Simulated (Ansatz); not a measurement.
Method: DFT PBE, scalar-relativistic, plane waves, PAW in Ansatz. Cutoff 420 eV, Γ-centred meshes of about 0.25 Å⁻¹ or finer for metals and 0.3 Å⁻¹ for insulators (2π included), Gaussian smearing. No spin polarisation.

All energies are static (0 K, no zero-point motion).

Two relaxed structures of La2SnO4:

A.

```yaml
crystal:
  lattice:
    - [-2.14418, 2.14418, 6.35070]
    - [2.14418, -2.14418, 6.35070]
    - [2.14418, 2.14418, -6.35070]
  atoms:
    - { symbol: La, position: [0.34111, 0.34111, 0.00000] }
    - { symbol: La, position: [0.65889, 0.65889, 0.00000] }
    - { symbol: Sn, position: [0.00000, 0.00000, 0.00000] }
    - { symbol: O, position: [0.50000, 0.00000, 0.50000] }
    - { symbol: O, position: [0.00000, 0.50000, 0.50000] }
    - { symbol: O, position: [0.75000, 0.25000, 0.50000] }
    - { symbol: O, position: [0.25000, 0.75000, 0.50000] }
```

B.

```yaml
crystal:
  lattice:
    - [1.94300, 1.12179, 9.07307]
    - [-1.94300, 1.12179, 9.07307]
    - [0.00000, -2.24358, 9.07307]
  atoms:
    - { symbol: La, position: [0.22509, 0.22509, 0.22509] }
    - { symbol: La, position: [0.77491, 0.77491, 0.77491] }
    - { symbol: Sn, position: [0.00000, 0.00000, 0.00000] }
    - { symbol: O, position: [0.13385, 0.13385, 0.13385] }
    - { symbol: O, position: [0.86615, 0.86615, 0.86615] }
    - { symbol: O, position: [0.38628, 0.38628, 0.38628] }
    - { symbol: O, position: [0.61372, 0.61372, 0.61372] }
```

**Question.** Which is lower in energy, and by how much?

**Answer.** B is lower, by 64 meV/atom. A has space group I4/mmm (No. 139), 16.7 Å³/atom and no gap on its mesh; B has space group R-3m (No. 166), 17.0 Å³/atom and a gap of 1.39 eV. Counting O atoms around La and Sn (those within 1.25 times the shortest such distance or 1.15 times the sum of covalent radii, 1.27 where that leaves under three; a plus sign parts nearer from farther groups; the shortest distance is added where it exceeds 1.18 times the sum of covalent radii), A has La 4+4, Sn 4 and B has La 7, Sn 6 from 2.7 Å. Both come from trial cells of a structure search, whose lowest cell (I4mm, 17.4 Å³/atom) lies 90 meV/atom below the lower of the two.

Kohn–Sham gaps at this level usually fall short of measured ones. With atoms moved at random, B (by 79 meV/atom) fell into a lower structure. A had no clear such test and can be a saddle point. Some candidate types were left out of the draw beforehand, so a known form may be missing.
